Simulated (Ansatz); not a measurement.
Os$_{2}$Cl$_{3}$, a known structure type with other elements, at an estimated volume

```xyz
10
Lattice="0.0000 3.5883 0.0000 7.0159 -1.7942 0.0000 -2.6672 1.7942 -8.3041" Properties=species:S:1:pos:R:3 pbc="T T T"
Cl    4.3554    1.7942   -4.0553
Cl   -0.0068    1.7942   -4.2488
Cl    4.2892    1.7942   -0.9762
Cl    0.0594    1.7942   -7.3280
Os    2.8576    1.7942   -7.8730
Os    1.4910    1.7942   -0.4312
Cl    2.4822    3.5883   -6.0702
Cl    1.8665    0.0000   -2.2339
Os    4.9951    0.0000   -5.8704
Os   -0.6464    3.5883   -2.4338
```

The numbers come from plane-wave PAW DFT (Ansatz): PBE, no spin polarisation, 420 eV, 5×5×5 Γ-centred k points, fermi-dirac occupations (width 0.0371 eV). Nothing was relaxed.

**Question.** What do density and ELF say about some of the short contacts?

**Answer.** Cl–Os at 2.52 Å: least valence density 0.45 e/Å³ and ELF 0.31 there. Both are smooth PAW fields, read partly inside the augmentation spheres.

**Question.** Which element gives electrons and which takes them?

**Answer.** Bader charges in e: Os +0.57 to +0.64, Cl -0.40. In the mean Os gives up most and Cl takes most.

**Question.** Is there a gap?

**Answer.** It is a metal, with about 15 states/eV a cell as the mean within 0.25 eV of the Fermi level, mostly Os d (81 %) and Cl p (15 %).

**Question.** What is the formation energy?

**Answer.** 1.10 eV an atom against the elements' usual phases (free molecules for gases, crystals otherwise, with no correction for O₂ or N₂), so at this geometry it isn't bound against them. Relaxing would lower it.

Origin: a known structure type with other elements, at an estimated volume, so it need not be a known compound. Caveats: many states at the Fermi level without spin polarisation, so a magnetic state may lie lower; correlation that this level lacks may open a gap in such a compound; the k mesh is coarse if the cell is a metal; atoms or cell far from equilibrium.
